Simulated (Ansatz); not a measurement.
**TiAl: from a starting cell to a relaxed one**

The start is a relaxed TiAl cell deformed by the Cartesian strain tensor (xx, yy, zz, yz, xz, xy) = (-0.037, -0.165, 0.029, 0.027, -0.114, 0.061). The structure is fully relaxed (lattice and positions, P = 0) with r2SCAN (plane waves to 500 eV, PAW, scalar-relativistic; Ansatz, an electronic-structure program). The first steps use a coarse 12×14×8 k-mesh.

Input geometry:
```
CELL_PARAMETERS angstrom
      2.70908     0.17160    -0.32070
      0.17160     2.34899     0.07736
     -0.46265     0.11160     4.17601
ATOMIC_POSITIONS crystal
  Al 0.50000 0.50000 0.50000
  Ti 0.00000 0.00000 0.00000
```

Task: How much energy is released per atom?

Result: 0.93 eV/atom.

Task: How does the volume per atom move from start to end?

Result: +23.2 %, from 13.03 to 16.06 Å³/atom.

Task: How do the shortest distances between atoms change?

Result: The closest pairs of elements (up to four, under 3.6 Å), start → end: Al–Al 2.36 → 2.81 Å; Ti–Ti 2.36 → 2.81 Å; Al–Ti 2.39 → 2.84 Å.

Task: What band gap does the relaxed structure have at this level?

Result: No gap (metallic).

Final values are on a 16×16×12 k-mesh of the relaxed cell. The start holds a very short contact (Al–Al 2.36 Å). No spin polarisation in the result.

The run could not lose the symmetry of its start.

All atoms sit on sites fixed by symmetry, so only the cell could relax.
